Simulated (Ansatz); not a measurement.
Relaxed-ion elastic tensor of LaC2 (MoSi2 or CaC2 type, space group No. 139) in GPa (Voigt order), PBEsol (plane waves, PAW; program Ansatz); density 5.47 g/cm³, 16.48 Å³ per atom.

```
 144  90.9  24.8   0.0   0.0   0.0
90.9   144  24.8   0.0   0.0   0.0
24.8  24.8   374   0.0   0.0   0.0
 0.0   0.0   0.0  11.3   0.0   0.0
 0.0   0.0   0.0   0.0  11.3   0.0
 0.0   0.0   0.0   0.0   0.0  67.3
```

Problem. Is the crystal mechanically stable?

Solution. Yes: the smallest eigenvalue of C is 11.3 GPa.

Problem. Work out the Voigt, Reuss and Hill averages.

Solution. K_V = 105, K_R = 98.1, K_H = 101; G_V = 52.8, G_R = 21.1, G_H = 36.9 GPa.

Problem. Give Young's modulus, Poisson's ratio, Pugh's ratio and the universal anisotropy index.

Solution. E = 9KG/(3K + G) = 98.8 GPa; ν = 0.34; K/G = 2.75 (ductile by the Pugh limit of 1.75); A_U = 5G_V/G_R + K_V/K_R − 6 = 7.57.

Problem. Estimate the sound speeds and the Debye temperature.

Solution. v_l = √((K + 4G/3)/ρ) = 5250 m/s, v_t = √(G/ρ) = 2600 m/s, mean 2920 m/s; Θ = (h/k)(3n/4πV)^(1/3) v_m = 341 K.

Problem. How much does each axis shrink under pressure?

Solution. Linear compressibilities β_i = Σ_j S_ij (j = 1 to 3): x 4.0, y 4.0, z 2.1 per TPa.

Space group I4/mmm (MoSi2 or CaC2 type). The workflow started from a Materials Project entry (that database holds measured and hypothetical structures alike); the Crystallography Open Database files this formula in space group No. 139, but the cells were not matched. Its standing as an ambient phase is unchecked. Symmetry was held in the PBEsol relaxation; its stability against distortions is not shown here. As this level gives no gap, shear constants depend on the k-mesh and smearing (Fermi–Dirac, 0.1 eV here). Scalar-relativistic: spin–orbit coupling is off unless named, which matters more the heavier the elements.

Potentials: the later of the program's two PAW sets.
